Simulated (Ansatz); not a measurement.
# Scan of one atom of the cell for Ge (diamond)

Starting cell, Ge (diamond):

```xyz
2
Lattice="0.0000 2.8811 2.8811 2.8811 0.0000 2.8811 2.8811 2.8811 0.0000" Properties=species:S:1:pos:R:3 pbc="T T T"
Ge     2.8811     2.8811     2.8811
Ge     4.3217     4.3217     4.3217
```

In this cell atom 2 (Ge, nearest neighbour Ge at 2.495 Å; its periodic images, 4.1 Å or more away, move with it) is moved by s along Cartesian [111], unit vector (0.577, 0.577, 0.577); all other atoms and the cell stay fixed.

These are PBE (plane waves to 420 eV, PAW, scalar-relativistic; Ansatz, a quantum-chemistry and plane-wave program) values and carry that method's errors. k mesh 11×11×11 (Γ-centred), Fermi-Dirac smearing 0.05 eV. The energy includes the smearing's −TS. Stress and pressure are positive under compression. With partly filled bands, energies and forces of such displacements shift with the k mesh and the smearing. F∥ is the force on the atom along that direction. Ge was relaxed with its symmetry unable to fall. The PAW data are Ansatz's earlier set. ΔE is measured from the undisplaced structure.

```csv
s (Å),ΔE (meV/cell),P (GPa),F∥ (eV/Å)
-0.250,389,2.4,3.458
-0.200,238,1.5,2.595
-0.150,128,0.9,1.821
-0.100,54,0.4,1.136
-0.050,13,0.1,0.532
0.000,0,0.0,0.000
0.050,12,0.1,-0.448
0.100,44,0.3,-0.839
0.150,95,0.6,-1.178
0.200,161,0.9,-1.466
0.250,240,1.3,-1.671
```

Summary:

```
Property                                                                                                                                            Result
--------------------------------------------------------  ------------------------------------------------------------------------------------------------
Energy at s = 0.250 Å                                                                                                                         240 meV/cell
Force along the line at s = -0.250 Å                                                                                                             3.46 eV/Å
Symmetry of the curve                                                                                  not even: the negative side lies higher at ±0.250 Å
Shape of the curve                                                                          a single well with its minimum at or next to zero displacement
Force constant k = d²E/ds² at s = 0 (finite differences)                                                                                        9.77 eV/Å²
Harmonic estimate at the end of the scan                  ½ks² = 305 meV/cell against the computed 240 meV/cell, so the well is softer than harmonic there
Zone-centre optical wavenumber from k                                                                                                             271 cm⁻¹
```

(For displaced atoms, the force is minus the slope of the energy, and its curvature is a force constant, which sets phonon frequencies.)
